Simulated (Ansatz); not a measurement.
Values for one crystal, relaxed and computed with DFT-r²SCAN in the program Ansatz with PAW potentials; other levels are named.

Volume per atom: 14.74 Å³
Electronic character: metallic (no gap)
Formation energy from the elements (no fitted shifts): -11 kJ/mol of atoms
Density of states at the Fermi level: 0.38 states/eV per atom (mean over ±0.08 eV)

Question: Pick the material that matches.
(A) CaCu5, P6/mmm (Ca on 1a, Cu on 2c, Cu on 3g)
(B) TbBi, rock salt
(C) SrTl2, P6_3/mmc (Sr on 2b, Tl on 4f)
(D) TiAg, P4/nmm (Ti on 2c, Ag on 2c)

Answer: A, CaCu5, P6/mmm (Ca on 1a, Cu on 2c, Cu on 3g)

The first step of the workflow began from a Materials Project structure, measured or hypothetical; the Crystallography Open Database copy checked does not list it. Whether it is the stable phase at ambient conditions was not checked. The r²SCAN relaxation kept the symmetry of its start; whether a distortion lowers the energy is not shown. The run is not spin-polarised. The references are the lowest solids computed at this level, not always the standard phases.

Potentials: the later of the program's two PAW sets.
